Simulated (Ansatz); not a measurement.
Interlayer sliding in a free bilayer taken from bulk Bi$_{2}$Te$_{3}$ (Bi2Te3 type, space group R-3m): the upper half of the atoms below is shifted in the plane.

```yaml
crystal:
  lattice:
    - [4.31565, 0.00000, 0.00000]
    - [2.15783, 3.73746, 0.00000]
    - [0.00000, 0.00000, 32.33458]
  atoms:
    - { symbol: Te, position: [0.16667, 0.16667, 0.23188] }
    - { symbol: Bi, position: [0.50000, 0.50000, 0.28501] }
    - { symbol: Te, position: [0.83333, 0.83333, 0.34711] }
    - { symbol: Bi, position: [0.16667, 0.16667, 0.40890] }
    - { symbol: Te, position: [0.50000, 0.50000, 0.46255] }
    - { symbol: Te, position: [0.83333, 0.83333, 0.53745] }
    - { symbol: Bi, position: [0.16667, 0.16667, 0.59110] }
    - { symbol: Te, position: [0.50000, 0.50000, 0.65289] }
    - { symbol: Bi, position: [0.83333, 0.83333, 0.71499] }
    - { symbol: Te, position: [0.16667, 0.16667, 0.76812] }
```

In-plane vectors a = (4.316, 0.000) Å, b = (2.158, 3.737) Å, area 16.13 Å². The shift is s times the vector a (length 4.316 Å), so s = 1 restores the start. Atoms relax along the normal only. γ = [E(shift) − E(0)] / area.

Calculation: PBEsol-D3(BJ) (plane waves to 420 eV, PAW, scalar-relativistic; Ansatz, a quantum-chemistry and plane-wave program). k mesh 9×9×1 (Γ-centred), Fermi-Dirac smearing 0.05 eV. E is the zero-smearing estimate. Bi2Te3 was relaxed with its symmetry unable to fall. Spin-orbit coupling is left out, though Bi and Te are heavy. The PAW data are Ansatz's earlier set. The zero of γ is zero shift.

```tsv
s	γ (mJ/m²)
0.000	0
0.083	39
0.167	118
0.250	withheld
0.333	233
0.417	258
0.500	266
0.583	258
0.667	233
0.750	withheld
0.833	118
0.917	39
```

**Question.** Fit a Fourier form (three harmonics of 1 − cos and sin) to the given rows and predict γ at s = 0.250.

**Answer.** Least squares on the 10 given rows: γ = (127.0)·[1 − cos(2πs)] + (28.3)·[1 − cos(4πs)] + (6.3)·[1 − cos(6πs)], in mJ/m²; root-mean-square residual 0.8 mJ/m². At 0.250 the fit gives 190 mJ/m²; the calculation gives 187 mJ/m², so the interpolation is off by 3 (+1.6 %). 

(The slope of γ gives the shear force per area between the displaced halves; near zero shift its curvature is an elastic stiffness.)
